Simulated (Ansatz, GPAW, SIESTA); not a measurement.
## GaGe3: programs and potentials compared

```
Ge Ga
1.0
     0.00000    3.38717    3.38717
     3.38717    0.00000    3.38717
     3.38717    3.38717    0.00000
Ge Ga
3 1
Direct
  0.50000 0.50000 0.50000
  0.75000 0.75000 0.75000
  0.25000 0.25000 0.25000
  0.00000 0.00000 0.00000
```

The cell comes from a database or a generator and needn't be the stable form of this composition.

Alike in all runs: task band structure; functional LDA; k mesh 7 × 7 × 7; occupations fermi-dirac, width 0.05 eV; no spin polarisation; no spin-orbit coupling. LDA stands for any of its common fits. Pressure is positive in compression and, in plane waves, holds the error of the finite cutoff.

```csv
program and potentials,plane-wave cutoff (eV),notes,pressure (GPa)
"GPAW, the program's PAW data sets (release 1.2.1) made for this functional",600,3.75 valence electrons an atom on average,-5.69
"SIESTA, files PseudoDojo sr-lda-0.4.1-standard, DZP (energy shift 0.003 Ry; two zetas on semicore shells)",-,atomic basis; 13.75 valence electrons an atom on average,-4.13
"Ansatz, all-electron LAPW, scalar-relativistic",-,-,?
```

**Question.** Estimate from the other rows what the run with Ansatz, all-electron LAPW, scalar-relativistic gave.

**Answer.** Pressure -5.47 GPa. The other rows, which needn't bracket it: pressure -5.69 to -4.13.
